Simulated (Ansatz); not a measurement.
A relaxed structure of Na2Te is spoiled in several ways and relaxed again each time (noise and exchanges are one random draw each; squeezed and stretched starts keep its symmetry, which their runs cannot lower; pressure is positive under compression). Computed with r2SCAN (plane waves to 500 eV, PAW, scalar-relativistic; Ansatz, an electronic-structure program).

Space group Fm-3m (No. 225); a = b = c = 7.2786 Å, α = β = γ = 90.00°

```
atom  site  symmetry       x       y       z
----  ----  --------  ------  ------  ------
Na      8c      -43m  0.2500  0.2500  0.2500
Te      4a      m-3m  0.0000  0.0000  0.0000
```
(The calculation used a cell of 3 atoms; values per cell refer to that cell.)

| change | first pressure (GPa) | largest first force (eV/Å) | released (eV/atom) | moves | outcome | final group | E − E(parent) (eV/atom) |
|---|---|---|---|---|---|---|---|
| with every coordinate shifted by Gaussian noise of σ = 0.1 Å | 0.3 | 0.47 | 0.022 | 3 | returns to the parent | Fm-3m | 0.000 |
| stretched uniformly to 115 % of its volume | [?] | 0.00 | [?] | 4 | [?] | [?] | [?] |
| with one Te and one Na atom exchanged in a cell of 3 atoms | -1.5 | 0.00 | 0.013 | 3 | trapped higher | F-43m | +0.186 |
| doubled along one cell vector, shaken by Gaussian noise of σ = 0.08 Å a coordinate | 0.3 | 0.51 | 0.021 | 3 | returns to the parent | Fm-3m | 0.000 |

Problem. Fill in the missing entries.

Solution. 
- stretched uniformly to 115 % of its volume, first pressure (GPa): -2.1
- stretched uniformly to 115 % of its volume, released (eV/atom): 0.036
- stretched uniformly to 115 % of its volume, outcome: returns to the parent
- stretched uniformly to 115 % of its volume, final group: Fm-3m
- stretched uniformly to 115 % of its volume, E − E(parent) (eV/atom): 0.000

The exchanged pair stays exchanged: it costs 0.56 eV for the cell of 3 atoms (one exchange in a very small cell, not a dilute defect).

First-step values come from each run's starting, coarser k-mesh (6×6×6, 5×5×5, 3×6×6). Each cell has its own k-point mesh; energy differences are given only to the digits this allows. No spin polarisation in the result.
